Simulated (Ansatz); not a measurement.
**Data sheet: Ti₃GeC₂ (DFT)**

Ti₃GeC₂:
```yaml
crystal:
  lattice:
    - [3.06440, 0.00000, 0.00000]
    - [-1.53220, 2.65385, 0.00000]
    - [0.00000, 0.00000, 17.70436]
  atoms:
    - { symbol: Ti, position: [0.66667, 0.33333, 0.86729] }
    - { symbol: Ti, position: [0.33333, 0.66667, 0.13271] }
    - { symbol: Ti, position: [0.33333, 0.66667, 0.36729] }
    - { symbol: Ti, position: [0.66667, 0.33333, 0.63271] }
    - { symbol: Ti, position: [0.00000, 0.00000, 0.00000] }
    - { symbol: Ti, position: [0.00000, 0.00000, 0.50000] }
    - { symbol: Ge, position: [0.00000, 0.00000, 0.75000] }
    - { symbol: Ge, position: [0.00000, 0.00000, 0.25000] }
    - { symbol: C, position: [0.66667, 0.33333, 0.42842] }
    - { symbol: C, position: [0.33333, 0.66667, 0.57158] }
    - { symbol: C, position: [0.33333, 0.66667, 0.92842] }
    - { symbol: C, position: [0.66667, 0.33333, 0.07158] }
```

Space group P6_3/mmc (No. 194); conventional cell a = 3.0644 Å, b = 3.0644 Å, c = 17.7044 Å, α = 90.00°, β = 90.00°, γ = 120.00°.

Method: PBEsol (plane waves, PAW; program Ansatz). Geometry: relaxed at this level of theory. Other levels are named where they apply.

### Cell and energy

```yaml
volume_per_atom: 12.00 Å³
density: 5.54 g/cm³
Formation energy from the elements (no fitted shifts): -0.93 eV/atom
```

### Electronic structure

```yaml
electronic_character: metallic (no gap)
Density of states at the Fermi level: 0.32 states/eV per atom (mean over ±0.08 eV)
```

### Mechanics

```yaml
Elastic constants (relaxed ions, GPa): C11 = 376, C12 = 98.1, C13 = 102, C33 = 348, C44 = 149
mechanical_stability: stable (all eigenvalues of C positive)
hill_bulk_and_shear_moduli: 189 and 140 GPa
Young's modulus: 338 GPa
Poisson's ratio: 0.20
debye_temperature_from_the_elastic_constants: 723 K
```

The workflow started from a Materials Project entry (that database holds measured and hypothetical structures alike); the Crystallography Open Database copy checked does not list it. Whether it is the stable phase at ambient conditions was not checked. Symmetry was held in the PBEsol relaxation; whether a distortion lowers the energy is not shown. The run is not spin-polarised. As this level gives no gap, shear constants depend on the k-mesh and smearing (Fermi–Dirac, 0.1 eV here). The references are the lowest solids computed at this level, not always the standard phases. Spin–orbit coupling is left out wherever it is not named.

Potentials: the later of the program's two PAW sets.
